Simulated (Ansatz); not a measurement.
### Question
Name crystals whose computed values (DFT-LDA in the program Ansatz with PAW potentials) fall in these windows: B₀ by P(V) fit (GPa) 57 to 76; highest Γ mode, no LO–TO term (cm⁻¹) 170 to 210.

### Answer


| crystal | B₀ by P(V) fit (GPa) | highest Γ mode, no LO–TO term (cm⁻¹) |
|---|---|---|
| TePt, R-3m (Te on 6c, Pt on 6c) | 69.1 | 184 |
| CdSe, P6_3mc (Cd on 2a, Cd on 2b, Se on 2a, Se on 2b) | 57.8 | 201 |
| ScBi, rock salt | 69.6 | 203 |
| YSb, rock salt | 69.9 | 174 |
| CuCl, zinc blende | 74.3 | 190 |
Others may fit too.

Built on a structure type that need not be the filed one of that space group: CdSe, P6_3mc (Cd on 2a, Cd on 2b, Se on 2a, Se on 2b). Not the usual ambient phase: CdSe, P6_3mc (Cd on 2a, Cd on 2b, Se on 2a, Se on 2b). Standing as an ambient phase not checked: TePt, R-3m (Te on 6c, Pt on 6c); ScBi, rock salt; YSb, rock salt. Weakly bound layers, chains or molecules computed without a dispersion correction, so cells and soft constants are ill determined: TePt, R-3m (Te on 6c, Pt on 6c). All cells were relaxed under the symmetry of their starts (and spin orders); stability against distortions was not tested throughout. Rows with no word on spin ran without spin polarisation. Spin–orbit coupling is left out wherever it is not named.

Potentials: the later of the program's two PAW sets.
